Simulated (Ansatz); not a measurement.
Sc (hcp, Mg type)

```yaml
crystal:
  lattice:
    - [3.31943, 0.00000, 0.00000]
    - [-1.65971, 2.87471, 0.00000]
    - [0.00000, 0.00000, 5.16637]
  atoms:
    - { symbol: Sc, position: [0.33333, 0.66667, 0.75000] }
    - { symbol: Sc, position: [0.66667, 0.33333, 0.25000] }
```

Level of theory: PBE (plane waves to 420 eV, PAW, scalar-relativistic; Ansatz, an electronic-structure program). DFPT wavenumbers on a 16×16×10 k mesh, in cm⁻¹ and rounded to 5; i marks imaginary ones, q is in fractions of the reciprocal vectors of the cell shown, and the three acoustic modes at Γ are left out. Sc is run without spin polarisation. Sc was relaxed with its symmetry unable to fall.

Problem. Is the structure dynamically stable at Γ, M = (0.5, 0.0, 0.0), A = (0.0, 0.0, 0.5), L = (0.5, 0.0, 0.5)?

Solution. No imaginary mode at these points (lowest 95 cm⁻¹ at A = (0.0, 0.0, 0.5)); other wave vectors were not tested.

Problem. List the wavenumbers at Γ, M = (0.5, 0.0, 0.0), A = (0.0, 0.0, 0.5), L = (0.5, 0.0, 0.5), with degeneracies.

Solution. 
| q | wavenumbers (cm⁻¹) |
|---|---|
| Γ | 135 (×2), 225 |
| M = (0.5, 0.0, 0.0) | 120, 135, 190, 205, 210, 220 |
| A = (0.0, 0.0, 0.5) | 95 (×4), 160 (×2) |
| L = (0.5, 0.0, 0.5) | 130 (×2), 160 (×2), 195 (×2) |
